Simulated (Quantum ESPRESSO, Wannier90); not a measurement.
# LiH (rock salt), plane waves to Wannier functions

```
LiH
1.0
    0.00000     2.00862     2.00862
    2.00862     0.00000     2.00862
    2.00862     2.00862     0.00000
Li H
1 1
Direct
  0.00000   0.00000   0.00000
  0.50000   0.50000   0.50000
```

Cell from Materials Project (mp-23703), symmetrised, no further relaxation. COD (Crystallography Open Database) has an entry of this formula and space group (matched by these alone). Computed values, not measurements, from PBEsol: Quantum ESPRESSO (norm-conserving PseudoDojo potentials, cutoff 60 Ry, no spin polarisation, no spin-orbit coupling) on a Γ-centred 10×10×10 mesh, then Wannier90. Density: 14×14×14 mesh, cold smearing 0.01 Ry.

Functional, cutoff and mesh named above are those of the base row (60); the first column says what each row takes instead. Model: 1 function from bands 2, start SCDM (isolated) (the valence bands). Energies are relative to the valence-band maximum; the misfit is to pw.x on a path, for all bands of the set. Only the plane-wave cutoff changes (density cutoff four times as high). Ω_total can sit in another minimum from row to row; Ω_I of an isolated set cannot.

```json
[
 {"ecutwfc (Ry)": "30", "Ω_I (Å²)": "1.46", "Ω_total (Å²)": "1.46", "rms misfit (meV)": "6.5", "gap (eV)": "2.639", "ΔE to highest cutoff (meV/atom)": "1939.9", "plane waves a k-point, about (cost)": "300"},
 {"ecutwfc (Ry)": "37", "Ω_I (Å²)": "1.45", "Ω_total (Å²)": "1.45", "rms misfit (meV)": "6.5", "gap (eV)": "2.716", "ΔE to highest cutoff (meV/atom)": "714.2", "plane waves a k-point, about (cost)": "420"},
 {"ecutwfc (Ry)": "45", "Ω_I (Å²)": "1.45", "Ω_total (Å²)": "1.45", "rms misfit (meV)": "6.4", "gap (eV)": "2.738", "ΔE to highest cutoff (meV/atom)": "194.6", "plane waves a k-point, about (cost)": "560"},
 {"ecutwfc (Ry)": "60", "Ω_I (Å²)": "1.45", "Ω_total (Å²)": "1.45", "rms misfit (meV)": "6.1", "gap (eV)": "2.759", "ΔE to highest cutoff (meV/atom)": "9.3", "plane waves a k-point, about (cost)": "860"},
 {"ecutwfc (Ry)": "74", "Ω_I (Å²)": "1.45", "Ω_total (Å²)": "1.45", "rms misfit (meV)": "6.1", "gap (eV)": "2.759", "ΔE to highest cutoff (meV/atom)": "0.2", "plane waves a k-point, about (cost)": "1200"},
 {"ecutwfc (Ry)": "93", "Ω_I (Å²)": "1.45", "Ω_total (Å²)": "1.45", "rms misfit (meV)": "6.1", "gap (eV)": "2.759", "ΔE to highest cutoff (meV/atom)": "0.0", "plane waves a k-point, about (cost)": "1700"}
]
```
